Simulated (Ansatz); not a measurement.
## La, first-principles data

La:
```
La
1.0
    3.64894     0.00000     0.00000
   -1.82447     3.16007     0.00000
    0.00000     0.00000    11.75710
La
4
Cartesian
  0.00000   0.00000   0.00000
  0.00000   0.00000   5.87855
  0.00000   2.10671   2.93927
  1.82447   1.05336   8.81782
```

Space group P6_3/mmc (No. 194), dhcp (α-La type); conventional cell a = b = 3.6489 Å, c = 11.7571 Å, α = β = 90.00°, γ = 120.00°.

Method: DFT-PBEsol in the program Ansatz with PAW potentials. Structure relaxed to zero pressure with the same functional. Other levels are named where they apply.

**Cell and energy**

* **Volume per atom**: 33.89 Å³
* **Density**: 6.81 g/cm³

**Electronic structure**

- Electronic character = metallic (no gap)
- Density of states at the Fermi level = 1.5 states/eV per atom (mean over ±0.08 eV)

**Mechanics**

- Bulk modulus (Birch–Murnaghan fit) = 26.7 GPa
- Pressure derivative B′ = 2.9
- Elastic constants (relaxed ions, GPa) = C11 = 55.0, C12 = 17.2, C13 = 9.1, C33 = 61.4, C44 = 15.7
- Mechanical stability = stable (all eigenvalues of C positive)
- Hill bulk and shear moduli = 26.9 and 18.8 GPa
- Young's modulus = 45.7 GPa
- Poisson's ratio = 0.22
- Debye temperature from the elastic constants = 169 K

Symmetry was held in the PBEsol relaxation. As this level gives no gap, shear constants depend on the k-mesh and smearing (Fermi–Dirac, 0.1 eV here). Axis ratios of metals converge slowly with the k-mesh, so a and c are less sure than the volume. Scalar-relativistic: spin–orbit coupling is off unless named, which matters more the heavier the elements.

Potentials: the later of the program's two PAW sets.
